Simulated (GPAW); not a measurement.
TaTe: changing the choice of potentials or basis

```
Ta Te
1.0
     3.42009    0.00000    0.00000
     0.00000    3.42009    0.00000
     0.00000    0.00000    3.42009
Ta Te
1 1
Cartesian
  1.7100 1.7100 1.7100
  0.0000 0.0000 0.0000
```

The cell comes from a database or a generator and needn't be the stable form of this composition.

Kept alike: task equation of state; functional PBE; k mesh 8 × 8 × 8; occupations fermi-dirac, width 0.05 eV; no spin polarisation. Program: GPAW, cutoff 600 eV. The mesh is that of the run's cell of 2 atoms. No spin-orbit coupling.

| choice of potentials or basis | volume (Å³/atom) | bulk modulus (GPa) |
| --- | --- | --- |
| GPAW PAW data sets (gpaw-data 1.2.1) | 19.932 | 145.4 |
| GPAW PAW data sets (gpaw-data 1.2.1), other valence | 19.905 | 151.8 |
| PAW data sets generated for this functional | 19.932 | 145.4 |

Volume and modulus come from cells scaled at fixed shape and fractions.

**Question.** What does the choice of potentials or basis change here?

**Answer.** The volume runs from 19.905 (GPAW PAW data sets (gpaw-data 1.2.1), other valence) to 19.932 Å³/atom (GPAW PAW data sets (gpaw-data 1.2.1); PAW data sets generated for this functional). The bulk modulus runs from 145.4 (GPAW PAW data sets (gpaw-data 1.2.1); PAW data sets generated for this functional) to 151.8 GPa (GPAW PAW data sets (gpaw-data 1.2.1), other valence).
